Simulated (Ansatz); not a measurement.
BN (wurtzite)

```xyz
8
Lattice="5.0879 0.0000 0.0000 -1.2720 2.2031 0.0000 0.0000 0.0000 4.2077" Properties=species:S:1:pos:R:3 pbc="T T T"
B      1.2720     0.7344     4.2073
B      3.8160     0.7344     4.2073
B      0.0000     1.4688     2.1034
B      2.5440     1.4688     2.1034
N      1.2720     0.7344     2.6311
N      3.8160     0.7344     2.6311
N      0.0000     1.4688     0.5272
N      2.5440     1.4688     0.5272
```

A phonon eigenvector at M = (0.5, 0.0, 0.0) is frozen into this cell: atom i moves by Q times the vector below, so Q is the largest atomic displacement, in Å. The cell is held. (q is in reciprocal vectors of the primitive cell; the cell shown is doubled to hold the pattern.)

```json
[
 {"atom": "B1", "x": "0.329", "y": "0.190", "z": "0.646"},
 {"atom": "B2", "x": "-0.329", "y": "-0.190", "z": "-0.646"},
 {"atom": "B3", "x": "-0.329", "y": "-0.190", "z": "0.646"},
 {"atom": "B4", "x": "0.329", "y": "0.190", "z": "-0.646"},
 {"atom": "N5", "x": "0.714", "y": "0.412", "z": "-0.566"},
 {"atom": "N6", "x": "-0.714", "y": "-0.412", "z": "0.566"},
 {"atom": "N7", "x": "-0.714", "y": "-0.412", "z": "-0.566"},
 {"atom": "N8", "x": "0.714", "y": "0.412", "z": "0.566"}
]
```

The numbers are results of r2SCAN (plane waves to 500 eV, PAW, scalar-relativistic; Ansatz, a first-principles code), not measurements. k mesh 15×15×8 (Γ-centred), Fermi-Dirac smearing 0.05 eV. E stands for the smeared free energy. BN was relaxed with its symmetry unable to fall. ΔE is measured from the undisplaced structure.

The scan covers Q from -0.100 to 0.100 Å in 13 points.

Is this a single well or a double well?

A single well with its minimum at or next to zero displacement.

Which space group does the distorted structure have?

Pmn2_1 (No. 31), lowered from P6_3mc.

What is the energy change at Q = 0.100 Å?

1167 meV/cell.

What harmonic wavenumber does the curvature at Q = 0 give?

883 cm⁻¹.

(For displaced atoms, the force is minus the slope of the energy, and its curvature is a force constant, which sets phonon frequencies.)
